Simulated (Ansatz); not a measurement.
Ca2O:
```yaml
crystal:
  lattice:
    - [1.72102, 0.99363, 5.82281]
    - [-1.72102, 0.99363, 5.82281]
    - [0.00000, -1.98726, 5.82281]
  atoms:
    - { symbol: Ca, position: [0.74315, 0.74315, 0.74315] }
    - { symbol: Ca, position: [0.25685, 0.25685, 0.25685] }
    - { symbol: O, position: [0.00000, 0.00000, 0.00000] }
```

Relaxed with LDA. Special points in fractions of this cell's reciprocal vectors: Γ (0.000, 0.000, 0.000); T (0.500, 0.500, 0.500); H2 (0.814, 0.186, 0.500); H0 (0.500, -0.186, 0.186); L (0.500, 0.000, 0.000); S0 (0.343, -0.343, 0.000); S2 (0.657, 0.000, 0.343); F (0.500, 0.000, 0.500).

**Question.** List the band energies nearest the Fermi level at these points for LDA (plane waves, PAW; program Ansatz).

**Answer.** In eV from the Fermi level; about four levels below and three above (degenerate sets whole), none deeper than 8.9 eV; points with the same levels are listed once.

| k | below | above |
|---|---|---|
| Γ | -5.77 -4.84 -4.84 -2.99 | 1.32 2.24 2.39 2.39 |
| T | -4.84 -4.84 -1.71 -0.26 | 2.21 2.37 2.55 2.55 |
| H2 | -5.53 -5.42 -5.00 | 0.12 0.71 1.02 |
| L | -5.06 -4.92 -0.13 -0.07 | 1.01 1.99 3.46 |
| S0 | -5.51 -5.44 -5.00 | 0.12 0.73 1.07 |
| F | -5.06 -4.93 -0.23 -0.06 | 0.73 2.40 3.65 |

Space group R-3m. The start of the workflow was typed in or built on a structure type; neither database checked (COD, Materials Project) lists it. Whether it is the stable phase at ambient conditions was not checked. Symmetry was held in the LDA relaxation; its stability against distortions is not shown here. The volume moved by -22 % from the start of the relaxation.

Potentials: the earlier of the program's two PAW sets. The files were generated under PBE; for other functionals the program regenerates the frozen cores, and for LDA and PBEsol the local potential too.
